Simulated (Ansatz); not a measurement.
The start is a generated cell, Hf built in the AFLOW prototype A_hP3_152_a (A8, as in Se). The structure is fully relaxed (lattice and positions, P = 0) with PBEsol (plane waves to 420 eV, PAW, scalar-relativistic; Ansatz, a program for electronic structure). First-step values are on the input's coarse k-mesh.

Ansatz input (later rounds restart from its end on a renewed k-mesh):
Ansatz 0.2 input:
```yaml
crystal:
  lattice:
    - [4.0923877, 0, 0]
    - [-2.0461939, 3.5441117, 0]
    - [0, 0, 4.6429508]
  atoms:
    - { symbol: Hf, position: [0.2254, 0, 0.83333333] }
    - { symbol: Hf, position: [0, 0.2254, 0.16666667] }
    - { symbol: Hf, position: [0.7746, 0.7746, 0.5] }
basis: { ecutwfc: 420, ecutrho_ratio: 4, xc_grid: 2, fft_grid_basis: typed }
kpoints: { mp_grid: { grid: [9, 9, 7] } }
hamiltonian:
  xc: pbesol
  dispersion: none
  pseudopotentials: { azcp: { folder: ./paw }, kind: paw }
scf: { occupations: { method: fermi_dirac, width: 0.05 } }
relax: { f_tol: 0.01, max_steps: 100, cell: { stress_tol: 0.02 } }
output: { forces: true, stress: true }
```

| Quantity | Result |
|---|---|
| Outcome | The space group goes from P3₁21 (No. 152) to Im-3m (No. 229); the end is bcc (W type), with 1 atom in the primitive cell |
| Energy released | about 2.5 eV/atom |
| Volume change | -5.3 %, from 22.45 to 21.26 Å³/atom |
| Shortest distances (start → end) | The closest pairs of elements (up to four, under 3.6 Å), start → end: Hf–Hf 2.22 → 3.02 Å |
| Band gap at the end | zero (metallic) |
| Optimiser moves | 19 |

The end point of the relaxation:

```cif
data_Hf2
_chemical_formula_sum 'Hf2'
_space_group_name_H-M_alt 'Im-3m'
_space_group_IT_number 229
_space_group_name_Hall '-I 4 2 3'
_cell_length_a 3.49005
_cell_length_b 3.49005
_cell_length_c 3.49005
_cell_angle_alpha 90.000
_cell_angle_beta 90.000
_cell_angle_gamma 90.000
loop_
_atom_site_label
_atom_site_type_symbol
_atom_site_symmetry_multiplicity
_atom_site_Wyckoff_symbol
_atom_site_fract_x
_atom_site_fract_y
_atom_site_fract_z
_atom_site_occupancy
Hf1 Hf 2 a 0.00000 0.00000 0.00000 1
```
(The calculation used a cell of 1 atom; values per cell refer to that cell.)

Final values are on a 19×19×19 k-mesh of the relaxed cell. The start holds a very short contact (Hf–Hf 2.22 Å). No spin polarisation in the result.

The run could not lose the symmetry of its start.

This is a known allotrope of Hf, reached from a generated start. Known forms of Hf include space group No. 194.
